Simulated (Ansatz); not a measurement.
A distorted cell of BaTiO3 (cubic perovskite):

```
CELL_PARAMETERS angstrom
      4.22332     0.00000     0.00000
      0.00000     4.22332     0.00000
      0.00000     0.00000     4.22332
ATOMIC_POSITIONS crystal
  Ba 0.00000 0.00000 0.00000
  Ti 0.50000 0.50000 0.50000
  O  0.00000 0.50000 0.50000
  O  0.50000 0.50000 0.00000
  O  0.50000 0.00000 0.50000
```

Computed with PBE (plane waves to 420 eV, PAW, scalar-relativistic; Ansatz, a quantum-chemistry and plane-wave program). k mesh 8×8×8 (Γ-centred), Fermi-Dirac smearing 0.05 eV. The energy includes the smearing's −TS. Compression counts positive. BaTiO3 is run without spin polarisation. BaTiO3 was relaxed with its symmetry unable to fall. The PAW data are Ansatz's earlier set. This is a high-temperature form of BaTiO3.

Problem. What is the stress tensor (GPa)?

Solution. 
```
  -17.3      0.0      0.0
    0.0    -17.3      0.0
    0.0      0.0    -17.3
```
The pressure, a third of the trace, is -17.3 GPa.

Problem. It is the relaxed cell scaled evenly to V/V₀ = 1.160, atoms relaxed where free. What is its energy relative to the relaxed cell?

Solution. 128.4 meV/atom.

(Under strain, the slope of the energy per volume gives the stress and its curvature an elastic modulus.)
